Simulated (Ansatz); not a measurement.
Ge2Sb2Te5 (Ge2Sb2Te5-Kooi type, space group P-3m1)

```xyz
9
Lattice="4.2671 0.0000 0.0000 -2.1335 3.6954 0.0000 0.0000 0.0000 17.6209" Properties=species:S:1:pos:R:3 pbc="T T T"
Te     0.0000     0.0000     0.0000
Ge     2.1335     1.2318     1.7220
Ge     0.0000     2.4636    15.8989
Te     0.0000     2.4636     3.4018
Te     2.1335     1.2318    14.2191
Sb     0.0000     0.0000     5.4315
Sb     0.0000     0.0000    12.1894
Te     2.1335     1.2318     7.1320
Te     0.0000     2.4636    10.4889
```

The slice is a (0001) plane (indices of the conventional cell) through the point (0.333, 0.667, 0.193) (fractional), spanned by u = [110] and v = [1 -1 0] in vectors of this cell: u (4.27 Å) and v (7.39 Å, at 90° to u). It covers one period; positions are fractions (u, v).

Computed with r2SCAN (plane waves to 500 eV, PAW, scalar-relativistic; Ansatz, a first-principles code). k mesh 9×9×2. These are valence fields of a PAW run, semicore shells included where kept as valence: close to a nucleus they are smooth pseudo fields. Ge2Sb2Te5 was relaxed with its symmetry unable to fall. Spin-orbit coupling is left out, though Sb and Te are heavy. The PAW data are Ansatz's earlier set.

Three fields on this plane, each scaled to ten steps between its own extremes (0 low, 9 high; the total valence density on a logarithmic scale, the potential cut 8 eV below its top; x marks points blanked near nuclei; v = 0 in the bottom row):

Map A
```
|xxxx6210126xxx|
|xxx841000148xx|
|xx95210001259x|
|87531000001357|
|33210000000123|
|11110000000111|
|00111222221110|
|00123566653210|
|012369xxx96321|
|01259xxxxx9521|
|1137xxxxxxx731|
|1137xxxxxxx731|
|0126xxxxxxx621|
|00148xxxxx8410|
|001259xxx95210|
|00013578753100|
|00001233321000|
|00001111111000|
|22211100011122|
|66532100012356|
|xx96321012369x|
|xxx952101259xx|
|xxxx7311137xxx|
|xxxx7311137xxx|
```

Map B
```
|xxxx2799972xxx|
|xxx058999850xx|
|xx03799999730x|
|12579999999752|
|78899999999988|
|99999999999999|
|99999877789999|
|99997521257999|
|999730xxx03799|
|99850xxxxx0589|
|9972xxxxxxx279|
|9971xxxxxxx179|
|9972xxxxxxx279|
|99850xxxxx0589|
|999730xxx03799|
|99997521257999|
|99999887889999|
|99999999999999|
|77899999999987|
|12579999999752|
|xx03799999730x|
|xxx058999850xx|
|xxxx2799972xxx|
|xxxx1799971xxx|
```

Map C
```
|xxxx2011102xxx|
|xxx401343104xx|
|xx61136763116x|
|65101479741015|
|21001467641001|
|11000234320001|
|21000011100001|
|22100112110012|
|211247xxx74211|
|11149xxxxx9411|
|0015xxxxxxx510|
|0003xxxxxxx300|
|1102xxxxxxx201|
|43104xxxxx4013|
|763116xxx61136|
|97410156510147|
|76410012100146|
|43200011100023|
|11000012100001|
|21100122210011|
|xx74211211247x|
|xxx941111149xx|
|xxxx5100015xxx|
|xxxx3000003xxx|
```

### Question
Assign the maps to these fields: density of the lowest conduction band (whole band as if filled, smooth part); density of the highest valence band (whole band, smooth part); electrostatic potential energy of an electron, from the cell's mean.

### Answer
A is the density of the highest valence band (whole band, smooth part); B is the electrostatic potential energy of an electron, from the cell's mean; C is the density of the lowest conduction band (whole band as if filled, smooth part).
